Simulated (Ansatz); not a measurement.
Here is the system:

PW:
```yaml
crystal:
  lattice:
    - [5.68728, 0.00000, 0.00000]
    - [0.00000, 3.22533, 0.00000]
    - [0.00000, 0.00000, 6.22345]
  atoms:
    - { symbol: P, position: [0.31829, 0.75000, 0.56476] }
    - { symbol: P, position: [0.68171, 0.25000, 0.43524] }
    - { symbol: P, position: [0.18171, 0.25000, 0.06476] }
    - { symbol: P, position: [0.81829, 0.75000, 0.93524] }
    - { symbol: W, position: [0.98664, 0.75000, 0.31180] }
    - { symbol: W, position: [0.01336, 0.25000, 0.68820] }
    - { symbol: W, position: [0.51336, 0.25000, 0.81180] }
    - { symbol: W, position: [0.48664, 0.75000, 0.18820] }
```

This is the PBEsol-relaxed structure. Cartesian axes are those of the cell as given.

All from PBEsol in the plane-wave PAW code Ansatz, unless another level is named. Predict the Young's modulus.

331 GPa.

Next, the elastic constants (relaxed ions, GPa)?

C11 = 372, C22 = 325, C33 = 484, C12 = 140, C13 = 216, C23 = 173, C44 = 104, C55 = 189, C66 = 166.

Space group Pnma. The workflow started from a Materials Project entry (that database holds measured and hypothetical structures alike); the Crystallography Open Database files this formula in space group No. 62, but the cells were not matched. Its standing as an ambient phase is unchecked. Symmetry was held in the PBEsol relaxation; whether a distortion lowers the energy is not shown. No spin polarisation was allowed. As this level gives no gap, shear constants depend on the k-mesh and smearing (Fermi–Dirac, 0.1 eV here). Scalar-relativistic: spin–orbit coupling is off unless named, which matters more the heavier the elements.

Potentials: the later of the program's two PAW sets.
